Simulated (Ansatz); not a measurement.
# Migration of H in Nb

Level of theory: DFT LDA, scalar-relativistic, plane waves, PAW in Ansatz. Run with 420 eV cutoff, 3×3×3 k-mesh, Gaussian smearing of 0.10 eV, no spin polarisation.

Host crystal, relaxed:

```
Nb
1.0
    -1.62383    1.62383    1.62383
     1.62383   -1.62383    1.62383
     1.62383    1.62383   -1.62383
Nb
1
Direct
  0.00000 0.00000 0.00000
```

In a supercell of 20 host sites, interstitial H hops to an equivalent place, moving 1.14 Å between the relaxed ends. Climbing-image nudged elastic band at fixed cell with images 0 (start) to 4 (end), the path measured over all atoms, converged to 0.05 eV/Å; the order of the saddle wasn't checked, and the small cell leaves errors of about a tenth of an eV. Zero-point motion and tunnelling, which matter for H, are left out.

Supercell rows in host cell vectors: -1 -1 -3; -1 -3 -1; -3 -1 -1. H was set at (0.250, 0.500, 0.750) of the host cell.

At the relaxed start H has 2 Nb at 1.88 Å, 2 Nb at 1.89 Å, 4 Nb at 2.93 Å.

**Question.** How high is the barrier, and where does the atom pass?

**Answer.** 0.16 eV at image 2, where H has 1 Nb at 1.82 Å, 1 Nb at 1.83 Å, 1 Nb at 1.88 Å, 2 Nb at 2.33 Å, 1 Nb at 2.78 Å.

Cost: 1 run of about 18 core-minutes, on Arm Neoverse V2 (shared hosts).